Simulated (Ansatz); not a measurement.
Input file for Ansatz (a program for electronic structure):

Ansatz 0.2 input:
```yaml
crystal:
  lattice:
    - [3.6296147624, 0.0, 0.0]
    - [0.0, 3.6296147624, 0.0]
    - [0.0, 0.0, 3.6296147624]
  atoms:
    - { symbol: Cu, position: [0.0, 0.5, 0.5] }
    - { symbol: Cu, position: [0.5, 0.0, 0.5] }
    - { symbol: Cu, position: [0.5, 0.5, 0.0] }
    - { symbol: Pt, position: [0.0, 0.0, 0.0] }
kpoints:
  mp_grid: { grid: [11, 11, 11] }
hamiltonian:
  xc: lda
  pseudopotentials: { kind: paw }
scf:
  occupations: { method: fermi_dirac, width: 0.1 }
phonons:
  method: dfpt
  response_accuracy: low
  eigenvectors: true
  rigid_motions: translations
```

Output (shortened):

```
zone centre: on kpoints.mp_grid the ground state, and the responses unless they are solved on pairs of k-points, stand on 216 of the mesh's 1331 k-points, …
Pseudopotentials: kind: paw
Pseudopotential: Cu, paw, valence charge 19
Pseudopotential: Pt, paw, valence charge 18
Functional definition: SPW92
Crystal: 4 atoms, lattice volume = 47.817 Å³
Basis set: ecut = 420 eV, 925 PW (Γ), exchange–correlation on 50×50×50 points (8 copies of the dense FFT grid, shifted against one another)
Bands: 45, of which v1, the nominal top of the filled ones, is band 38 counted from 1 (37 counted from 0)
Symmetry: 48 space group operations
k-points: 216 of 1331 (irreducible under 8 space group operations)
PAW frozen core: Cu, regenerated for the run's functional, and the local potential with it
PAW frozen core: Pt, regenerated for the run's functional, and the local potential with it
Initial wavefunctions: pseudopotential atomic-orbital guess
Eigensolver: davidson
Functional: x = slater, c = lda
SCF iter   1: F=—  HF=-31912.709816 eV  |F-HF|=—  |Δ(HF+E_count)|=         —  Δρ=2.09e-2  dr2=9.37e-2  ethr=1.77e-3  ⟨swp⟩=5.3  Hψ=31283  notcnv=0  defer=114
all-band conjugate gradients solve this SCF's bands
preconditioner: auto → Kerker (q_TF=auto, 2.941 Å⁻¹)
SCF iter   2: F=—  HF=-31912.687773 eV  |F-HF|=—  |Δ(HF+E_count)|=   2.20e-2  Δρ=3.19e-3  dr2=3.62e-3  ethr=1.25e-4  ⟨swp⟩=2.0  Hψ=16857  notcnv=0  defer=342
SCF iter   3: F=—  HF=-31912.686791 eV  |F-HF|=—  |Δ(HF+E_count)|=   9.81e-4  Δρ=2.45e-3  dr2=1.50e-3  ethr=4.83e-6  ⟨swp⟩=2.5  Hψ=12925  notcnv=0  defer=342
SCF iter   4: F=—  HF=-31912.686371 eV  |F-HF|=—  |Δ(HF+E_count)|=   4.20e-4  Δρ=9.64e-4  dr2=2.92e-4  ethr=2.00e-6  ⟨swp⟩=1.0  Hψ=9378  notcnv=0  defer=342
SCF iter   5: F=—  HF=-31912.686301 eV  |F-HF|=—  |Δ(HF+E_count)|=   6.98e-5  Δρ=2.24e-4  dr2=3.46e-5  ethr=3.90e-7  ⟨swp⟩=1.7  Hψ=10097  notcnv=0  defer=342
SCF iter   6: F=—  HF=-31912.686297 eV  |F-HF|=—  |Δ(HF+E_count)|=   4.57e-6  Δρ=4.14e-5  dr2=1.55e-6  ethr=4.61e-8  ⟨swp⟩=1.9  Hψ=10990  notcnv=0  defer=342
SCF iter   7: F=—  HF=-31912.686295 eV  |F-HF|=—  |Δ(HF+E_count)|=   2.09e-6  Δρ=9.96e-6  dr2=9.56e-8  ethr=2.07e-9  ⟨swp⟩=2.5  Hψ=15965  notcnv=0  defer=342
SCF iter   8: F=—  HF=-31912.686295 eV  |F-HF|=—  |Δ(HF+E_count)|=   3.22e-8  Δρ=2.66e-6  dr2=4.89e-9  ethr=1.27e-10  ⟨swp⟩=2.0  Hψ=12240  notcnv=0  defer=342
SCF iter  10: F=-31912.686295 eV  HF=-31912.686295 eV  |F-HF|=0.00e0  |Δ(HF+E_count)|=  1.09e-10  Δρ=1.44e-7  dr2=6.98e-12  ethr=1.00e-12  ⟨swp⟩=8.7  Hψ=52424  notcnv=0
SCF 1 converged in 10 iterations: F = -31912.686295 eV  dr2 = 6.98e-12
DFPT response loops at Γ: preconditioner auto → Kerker (q_TF=auto, 2.941 Å⁻¹) (partly filled bands, converged f_vac=0.000) …
SCF converged after 10 iterations
Free energy (F): -31912.686295 eV
Harris-Foulkes:  -31912.686295 eV  (|F-HF|=0.00e0)
Internal energy: -31912.626338 eV  (E = F + TS)
E sigma→0 (E₀):  -31912.656316 eV
Entropy (-TS):   -0.059956 eV (-14.989 meV/atom)
Fermi energy:    19.332758 eV
--- Per-component energies (eV) ---
  E_band       = -1105.480200
  E_kinetic    = 1544.800974
  E_local      = -13401.624324  (includes V_loc(G=0)·N_el)
  E_nonlocal   = 1390.874743
  E_hartree    = 5832.651471
  E_xc         = -530.490374
  E_vxc        = -653.069828  (∫ρ·V_xc dr)
  E_paw        = -13957.900525  (= ΣΔE_a)
  E_vpaw       = -1651.765481  (= ΣTr[D̂ρ^β])
  E_aug_tail   = 0.000736  (compensation charges beyond the density's cutoff)
  E_ewald      = -12792.751889
  E_core_change = 1.812850  (= ΣΔE_core)
  E_smearing   = -0.059956  (= −TS)
  E_closure    =  0.000000  (closes the sum)
  Σ components = -31912.686295   (vs F -31912.686295, Δ=0.00e0)
  [band-id]    e_kinetic+e_local+e_nonlocal+2·e_hartree+e_vxc+e_vpaw+e_augmentation_tail = -1105.480238   (vs E_band -1105.480200, Δ=-3.82e-5)
--- Band table (eV; the first three rows and the last of 216) ---
  k-point 0: bands = ["-92.1523", "-92.1387", "-92.1387", "-78.8439", "-50.0026", "-50.0026", "-50.0026", "-49.9601", "-49.9601", "-49.9601", "-49.9304", "-49.9304", "-49.9304", "-32.9825", "-32.9825", "-32.9825", "9.5310", "13.3940", "13.3940", "14.3246", "14.3246", "14.3246", "14.5872", "16.4139", "16.4139", "16.4139", "17.4187", "17.4187", "17.9252", "18.0760", "18.0760", "18.0760", "18.6676", "18.6676", "19.2722", "19.2722", "19.2722", "21.1250", "21.1250", "21.1250", "26.9384", "28.7683", "28.7683", "31.1880", "31.1880"]
  k-point 1: bands = ["-92.1521", "-92.1389", "-92.1387", "-78.8439", "-50.0018", "-50.0018", "-50.0012", "-49.9603", "-49.9603", "-49.9602", "-49.9319", "-49.9310", "-49.9310", "-32.9835", "-32.9826", "-32.9826", "9.6404", "13.4473", "13.4476", "14.3571", "14.3643", "14.3643", "14.6173", "16.3762", "16.4426", "16.4426", "17.3868", "17.4291", "17.8956", "17.9521", "17.9521", "18.0761", "18.5911", "18.6269", "18.9784", "18.9784", "19.2677", "20.6214", "21.5633", "21.5633", "27.2125", "28.6249", "29.1918", "31.1735", "31.1858"]
  k-point 2: bands = ["-92.1513", "-92.1396", "-92.1387", "-78.8438", "-49.9994", "-49.9994", "-49.9971", "-49.9610", "-49.9610", "-49.9603", "-49.9361", "-49.9327", "-49.9327", "-32.9860", "-32.9826", "-32.9826", "9.9631", "13.5761", "13.5983", "14.4510", "14.4832", "14.4832", "14.7080", "16.2682", "16.5282", "16.5282", "17.2946", "17.4576", "17.5795", "17.5795", "17.8039", "18.0763", "18.3418", "18.5113", "18.5113", "18.5199", "19.2558", "19.5725", "22.4775", "22.4775", "27.5347", "28.2702", "30.4751", "30.8745", "30.8745"]
  k-point 215: bands = ["-92.1434", "-92.1431", "-92.1431", "-78.8435", "-50.0218", "-49.9959", "-49.9958", "-49.9958", "-49.9361", "-49.9361", "-49.9357", "-49.9333", "-49.9333", "-32.9905", "-32.9903", "-32.9903", "13.3126", "13.3556", "13.3556", "14.0970", "16.0680", "16.0680", "16.3471", "16.3992", "16.3992", "16.4571", "16.4571", "16.4912", "17.7181", "17.7181", "17.7410", "17.9367", "18.3766", "18.3975", "18.3975", "18.5610", "18.5610", "19.1706", "19.3901", "19.3901", "23.6670", "25.2250", "25.2250", "25.5139", "38.3084"]
  band table: 45 of 45 bands, residual norms ≤ 1.0e-3 eV
--- Phonons (Γ-DFPT): 3 representative perturbations + reference, on 216 of 1331 k-points (Σ response iterations 9) ---
  k mesh reduced under 8 symmetry operations, with k and −k counted as one. Each operation leaves every solved displacement unchanged or reverses it
  ASR residual: 3.246e-4 → 0.000e0 eV/Å²; symmetrization residual: 8.547e-5 eV/Å²
  ASR residual per site (eV/Å²): 1.04e-4 1.04e-4 1.04e-4 3.25e-4
  Γ frequencies (cm⁻¹): 0.00 0.00 0.00 143.88 143.88 143.88 191.80 191.80 191.80 248.04 248.04 248.04
  non-analytic LO–TO correction: not included (Born effective charges unavailable; polar crystals: no LO–TO splitting at Γ)
```

Cost: very roughly 3 core-minutes on shared cores.

Space group Pm-3m (Cu3Au type). The workflow started from a Materials Project entry (that database holds measured and hypothetical structures alike); the Crystallography Open Database files this formula in space group No. 221, but the cells were not matched. Whether it is the stable phase at ambient conditions was not checked. The LDA relaxation kept the symmetry of its start; of distortions, only those at the zone centre were tested. The run is not spin-polarised. As this level gives no gap, phonon frequencies hold no LO–TO term and depend on the k-mesh and smearing (Fermi–Dirac, 0.1 eV here). Scalar-relativistic: spin–orbit coupling is off unless named, which matters more the heavier the elements.

Potentials: the later of the program's two PAW sets.

Ansatz is a plane-wave DFT program.
